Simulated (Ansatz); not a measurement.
**TiHgO3: pressure against volume**

TiHgO3, R-3c, a = 5.385 Å, c = 13.642 Å. The structure is a COD entry; whether it is the stable form wasn't checked. Ansatz: r2SCAN, PAW, 500 eV, Γ-centred 6×6×6 mesh on 10 atoms, Gaussian smearing 0.02 eV; no spin polarisation. Shape and atoms are relaxed at each volume; pressure is positive in compression.

```
V (Å³/atom) P (GPa)
     10.734    14.43
     11.077     6.63
     11.419     0.00
     11.762    -5.63
     12.104        ?
```

Question: Take V0 = 11.419 Å³/atom, fit the third-order Birch–Murnaghan form to the other rows, and predict the missing pressure.

Answer: With the Eulerian strain f = ½[(V0/V)^(2/3) − 1] and y = P/[3f(1 + 2f)^(5/2)], the form is the line y = B0 + 1.5 B0 (B0′ − 4) f. Rows (f, y): 0.02105, 206.1; 0.01024, 205.2; -0.00977, 201.8. Means f = 0.007173, y = 204.37; Σ(Δf)² = 0.0004890, ΣΔfΔy = 0.07010; the slope is their ratio. y = 203.3 + 143.3 f GPa, so B0 = 203.3 GPa and B0′ = 4 + 2 × (143.3)/(3 × 203.3) = 4.47. At V = 12.104, f = -0.01905, y = 200.57 and P = -10.40 GPa. The run gave -10.41 GPa, so the fit is 0.01 GPa too high, within the rms miss on the fitted rows (0.01 GPa). The form still works here, 33 % of the fitted range beyond its end.

Spin–orbit coupling is left out, which can shift energies with elements as heavy as these.